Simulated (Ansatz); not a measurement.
## Calculated ⁶⁷Zn NMR of the central transition for NaLaZnS3O12

Cell: a Materials Project structure (computed, not necessarily an observed phase).

Space group R3c:H (No. 161); a = 9.1224, c = 24.2811 Å, γ = 120.00°.

| site | Wyckoff | site symmetry | x | y | z |
| --- | --- | --- | --- | --- | --- |
| Na | 6a | 3. | 0.0000 | 0.0000 | 0.4896 |
| La | 6a | 3. | 0.0000 | 0.0000 | 0.6478 |
| Zn | 6a | 3. | 0.0000 | 0.0000 | 0.3466 |
| S | 18b | 1 | 0.9751 | 0.3543 | 0.5850 |
| O13 | 18b | 1 | 0.2190 | 0.0314 | 0.3011 |
| O19 | 18b | 1 | 0.7892 | 0.9978 | 0.7011 |
| O25 | 18b | 1 | 0.0318 | 0.8427 | 0.4133 |
| O31 | 18b | 1 | 0.9973 | 0.2029 | 0.5881 |

One atom of each set is listed; the run and its k-mesh use a cell of 36 atoms with edges of 9.66, 9.66, 9.66 Å.

Method: Kohn–Sham DFT in Ansatz, r2SCAN, plane waves and PAW, scalar-relativistic, 500 eV cutoff, Γ-centred 3×3×3 k-points, Fermi–Dirac smearing 0.02 eV.

⁶⁷Zn has I = 5/2 and Q = 122.0 mb (Pyykkö 2018); at 14.1 T its Larmor frequency is ν₀ = 37.6 MHz. Only the quadrupole interaction is simulated: positions count from each site's isotropic chemical shift, and J coupling is left out, as are shift anisotropy and dipolar coupling, which fast spinning averages.

Problem. What does the ⁶⁷Zn spectrum (fast magic-angle spinning) show for each site?

Solution. 

```
site         first shell  C_Q (MHz)     η  P_Q (MHz)  δ_QIS (ppm)  breadth (kHz)
  Zn  6 O at 2.17–2.27 Å      -1.37  0.00       1.37        -7.97          0.643
```

δ_QIS = −(ν_Q²/30ν₀²)[I(I+1) − 3/4](1 + η²/3) × 10⁶ ppm with ν_Q = 3|C_Q|/[2I(2I−1)]; it falls as 1/B₀² in ppm, and the breadth as 1/B₀ in kHz.

An axis of threefold or higher order runs through Zn, so V_zz lies along it and η is zero.

The largest force is 0.5 eV/Å, so the atoms aren't at the calculated equilibrium and relaxing them would move these values. With these PAW files V_zz is typically within 2 to 3 % of all-electron values, but misses above 10 % occur on Zn.
